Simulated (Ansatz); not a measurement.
Structure types of Be were relaxed at one common pressure (all-electron LAPW in Ansatz 0.2.0 under PBEsol, scalar-relativistic, no spin polarisation, zero temperature). They take these volumes:

```csv
type,space group,V (Å³/atom)
fcc,Fm-3m,5.44
bcc,Im-3m,5.42
hcp,P6_3/mmc,5.47
sc,Pm-3m,6.29
simple hexagonal,P6/mmm,5.99
diamond,Fd-3m,7.74
```

Problem. At about which pressure, and is the densest type also the lowest in enthalpy?

Solution. 80 GPa. The densest is bcc, and it is 68 meV/atom above hcp: its gain in pV doesn't pay for its higher energy here.
